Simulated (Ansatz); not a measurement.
Cs: from a starting cell to a relaxed one

The start is a generated cell, Cs built in the beta-Sn structure type. Cell shape, volume and atoms are optimised at zero target pressure with r2SCAN (plane waves to 500 eV, PAW, scalar-relativistic; Ansatz, a quantum-chemistry and plane-wave program). First-step values are on the input's coarse k-mesh.

Ansatz input (later rounds restart from its end on a renewed k-mesh):
Ansatz 0.2 input:
```yaml
crystal:
  lattice:
    - [-4.740642, 4.740642, 2.586551]
    - [4.740642, -4.740642, 2.586551]
    - [4.740642, 4.740642, -2.586551]
  atoms:
    - { symbol: Cs, position: [0.75, 0.25, 0.5] }
    - { symbol: Cs, position: [0, 0, 0] }
basis: { ecutwfc: 500, ecutrho_ratio: 4, xc_grid: 4, fft_grid_basis: typed }
kpoints: { mp_grid: { grid: [7, 7, 7] } }
hamiltonian:
  xc: r2scan
  dispersion: none
  pseudopotentials: { azcp: { folder: ./paw }, kind: paw }
scf: { occupations: { method: fermi_dirac, width: 0.05 } }
relax: { f_tol: 0.01, max_steps: 100, cell: { stress_tol: 0.02 } }
output: { forces: true, stress: true }
```

- Outcome = The space group stays I4₁/amd (No. 141) (the run could not lower it); the end is AFLOW prototype A_tI4_141_a (A5, as in Sn), with 2 atoms in the primitive cell
- Energy released = under 0.01 eV/atom
- Volume change = +7.4 %, from 116.26 to 124.83 Å³/atom
- Band gap at the end = no gap (metallic)
- Optimiser moves = 3

Final structure:

```cif
data_Cs4
_chemical_formula_sum 'Cs4'
_space_group_name_H-M_alt 'I41/amd :1'
_space_group_IT_number 141
_space_group_name_Hall 'I 4bw 2bw -1bw'
_cell_length_a 9.68406
_cell_length_b 9.68406
_cell_length_c 5.32425
_cell_angle_alpha 90.000
_cell_angle_beta 90.000
_cell_angle_gamma 90.000
loop_
_atom_site_label
_atom_site_type_symbol
_atom_site_symmetry_multiplicity
_atom_site_Wyckoff_symbol
_atom_site_fract_x
_atom_site_fract_y
_atom_site_fract_z
_atom_site_occupancy
Cs1 Cs 4 a 0.00000 0.00000 0.00000 1
```
(The calculation used a cell of 2 atoms; values per cell refer to that cell.)

Final values are on a 10×10×10 k-mesh of the relaxed cell. No spin polarisation in the result.

The run could not lower the symmetry of its start; a shaken copy of this end point relaxes with r2SCAN to P-1 (No. 2) at a tolerance of 0.01 Å, I4/mmm (No. 139) at 0.1 Å, 0.05 eV/atom lower.

The relaxed structure here is a generated cell of Cs: the first start was made by placing the elements on the sites of a structure type, and the end was not matched to a known phase here, so it may be hypothetical. Known forms of Cs include space group No. 229.
